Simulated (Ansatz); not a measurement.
ZnGaNO:
Space group P3m1 (No. 156); a = b = 3.244 Å, c = 5.265 Å, α = β = 90.00°, γ = 120.00°

```
atom  site  symmetry       x       y       z
----  ----  --------  ------  ------  ------
Ga      1b       3m.  0.3333  0.6667  0.0222
N       1b       3m.  0.3333  0.6667  0.3711
Zn      1c       3m.  0.6667  0.3333  0.4717
O       1c       3m.  0.6667  0.3333  0.8882
```

Relaxed at zero pressure with plane-wave PAW r²SCAN (Ansatz code).

Task: The volume is raised by 6 % and shape and atoms relax at that volume. What pressure results, and how do the axes share the change?

Result: -6.3 GPa; a 1.3 %, b 1.3 %, c 3.2 %; the energy rises by 16 meV/atom.

Task: Give the new structure.

Result: 
Space group P3m1 (No. 156); a = 3.2880 Å, b = 3.2880 Å, c = 5.4333 Å, α = 90.00°, β = 90.00°, γ = 120.00°

| atom | site | symmetry | x | y | z |
|---|---|---|---|---|---|
| Ga | 1b | 3m. | 0.3333 | 0.6667 | 0.0259 |
| N | 1b | 3m. | 0.3333 | 0.6667 | 0.3678 |
| Zn | 1c | 3m. | 0.6667 | 0.3333 | 0.4638 |
| O | 1c | 3m. | 0.6667 | 0.3333 | 0.8956 |

The phase is kept; no other phase was compared at this pressure.

The start of the workflow was typed in or built on a structure type; the Crystallography Open Database copy checked does not list it. Whether it is the stable phase at ambient conditions was not checked. Symmetry was held in the r²SCAN relaxation; whether a distortion lowers the energy is not shown.

Potentials: the later of the program's two PAW sets.
